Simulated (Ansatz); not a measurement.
AlCo: moving Co off its site

AlCo, Pm-3m, a = 2.819 Å (as given, not relaxed at this level: 0.7 GPa). The structure is a Materials Project entry; whether it is the stable form wasn't checked. Ansatz: PBEsol, PAW, 420 eV, Γ-centred 16×16×16 mesh on 2 atoms, Gaussian smearing 0.15 eV; no spin polarisation.

```
CELL_PARAMETERS angstrom
2.81940 0.00000 0.00000
0.00000 2.81940 0.00000
0.00000 0.00000 2.81940
ATOMIC_POSITIONS crystal
Al 0.00000 0.00000 0.00000
Co 0.50000 0.50000 0.50000
```

Atom 2 (Co) moves by x along the unit vector (1.000, 0.000, 0.000), with its periodic images; all else is held. y is the free energy of the cell over the start, F the force along the path summed over the moved atoms. Symmetry makes y even in x.

| x (Å) | y (meV) | F (eV/Å) |
| --- | --- | --- |
| -0.3000 | ? | ? |
| -0.1500 | 89.5 | 1.19 |
| 0.0000 | 0.0 | 0.00 |
| 0.0375 | 5.6 | -0.30 |
| 0.0750 | 22.4 | -0.60 |
| 0.1125 | 50.3 | -0.89 |
| 0.1875 | 139.7 | -1.49 |
| 0.2250 | 201.0 | -1.78 |
| 0.2625 | 273.4 | -2.08 |

Fit y = c2 x² + c4 x⁴ to the energies of the other rows, give the force constant, and predict energy and force of the missing row.

Least squares on the rows shown. y = 3980.0 x² − 179.71 x⁴. The force constant is 2 c2 = 7.96 eV/Å² (for all images moving together, not for a lone atom). With two atoms in a cubic cell this is the optical mode at Γ (in a metal it hangs on mesh and smearing): ω = 521.5 √(2 c2/μ) = 342 cm⁻¹ for μ = 18.51 u. The force −dy/dx at the missing row is 2.37 eV/Å (computed 2.37). At x = -0.3000 the fit asked for gives 356.7 meV. The run gave 356.7 meV, the same to the digits shown.